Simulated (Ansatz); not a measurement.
Density of states of a AlTlInGaP4 cell (elements on a zinc blende lattice, relaxed), per eV and atom, broadened by Gaussian smearing of width 0.1 eV and averaged over bins of 0.2 eV, from 8 eV under the Fermi level at most up to where the solved bands end.

Level of theory: DFT PBE, scalar-relativistic, plane waves, PAW in Ansatz.

Plane waves to 420 eV, a k mesh through Γ of 5×5×4 on the computed 24-atom cell and Gaussian smearing (0.02 eV); no spin polarisation.

```
CELL_PARAMETERS angstrom
-5.77430 -5.75897 0.00360
-0.00106 5.75630 5.75426
-5.77575 5.76401 -5.76089
ATOMIC_POSITIONS crystal
Al 0.66927 0.33419 0.33579
Al 0.67024 0.83481 0.33413
Al 0.16408 0.83225 0.32482
P 0.31332 0.15787 0.91510
P 0.85308 0.17592 0.92580
P 0.66879 0.33349 0.57441
P 0.16074 0.32683 0.56287
P 0.50199 0.50027 0.27001
P 0.99836 0.49940 0.25010
P 0.31318 0.65782 0.91998
P 0.85336 0.67560 0.92554
P 0.67395 0.83636 0.57237
P 0.15970 0.83379 0.56120
P 0.50136 0.00041 0.27085
P 0.99898 0.99800 0.24770
Ga 0.00106 0.99976 0.00575
Ga 0.16307 0.33076 0.32556
Ga 0.99990 0.49899 0.00779
In 0.83623 0.16767 0.66870
In 0.32973 0.16436 0.65829
In 0.83592 0.66661 0.66862
Tl 0.50153 0.00317 0.00825
Tl 0.50174 0.50171 0.00791
Tl 0.32939 0.66551 0.65840
```

```
E − E_F (eV) total P 3p Ga 4p Al 3p In 5p
       -6.85  0.013  0.005  0.000  0.000  0.000
       -6.65  0.372  0.148  0.007  0.006  0.004
       -6.45  0.549  0.218  0.012  0.009  0.007
       -6.25  0.460  0.190  0.010  0.010  0.009
       -6.05  0.423  0.181  0.010  0.009  0.010
       -5.85  0.524  0.240  0.013  0.011  0.012
       -5.65  0.454  0.216  0.011  0.011  0.011
       -5.45  0.382  0.181  0.009  0.010  0.009
       -5.25  0.321  0.151  0.008  0.009  0.009
       -5.05  0.240  0.114  0.007  0.008  0.005
       -4.85  0.183  0.087  0.006  0.006  0.003
       -4.65  0.165  0.079  0.005  0.005  0.003
       -4.45  0.130  0.062  0.004  0.004  0.002
       -4.25  0.108  0.052  0.004  0.003  0.002
       -4.05  0.170  0.086  0.008  0.009  0.003
       -3.85  0.252  0.142  0.024  0.026  0.013
       -3.65  0.544  0.318  0.056  0.053  0.039
       -3.45  0.655  0.391  0.066  0.053  0.048
       -3.25  0.640  0.386  0.054  0.054  0.044
       -3.05  0.657  0.407  0.059  0.062  0.039
       -2.85  0.746  0.475  0.066  0.068  0.045
       -2.65  0.879  0.571  0.075  0.063  0.061
       -2.45  0.812  0.540  0.063  0.058  0.055
       -2.25  0.859  0.587  0.054  0.059  0.059
       -2.05  0.697  0.491  0.046  0.047  0.042
       -1.85  0.793  0.564  0.043  0.038  0.052
       -1.65  0.734  0.537  0.034  0.030  0.046
       -1.45  0.630  0.469  0.023  0.014  0.043
       -1.25  0.533  0.405  0.017  0.010  0.034
       -1.05  0.404  0.317  0.010  0.006  0.023
       -0.85  0.357  0.286  0.008  0.004  0.017
       -0.65  0.171  0.141  0.003  0.001  0.007
       -0.45  0.116  0.099  0.002  0.001  0.003
       -0.25  0.027  0.023  0.000  0.000  0.001
       -0.05  0.000  0.000  0.000  0.000  0.000
        0.15  0.002  0.000  0.000  0.000  0.000
        0.35  0.002  0.000  0.000  0.000  0.000
        0.55  0.010  0.002  0.001  0.000  0.000
        0.75  0.014  0.003  0.001  0.001  0.000
        0.95  0.076  0.021  0.004  0.004  0.002
        1.15  0.188  0.054  0.014  0.012  0.006
        1.35  0.309  0.087  0.024  0.027  0.011
        1.55  0.476  0.139  0.033  0.041  0.019
```

The columns after the total are the largest Löwdin projections on the valence shells of the potentials, so they needn't add up, and the weight of a shell that a potential lacks goes to other orbitals. The cell has a gap on the mesh of 0.48 eV.

Spin-orbit coupling is left out, which matters for the bands of heavy elements. An odd mesh misses points on the zone edge, so a gap read on it can be too wide.

Cost: 2 runs of about 17 core-minutes in all (earlier runs that led there not counted), on Arm Neoverse V1 (shared hosts).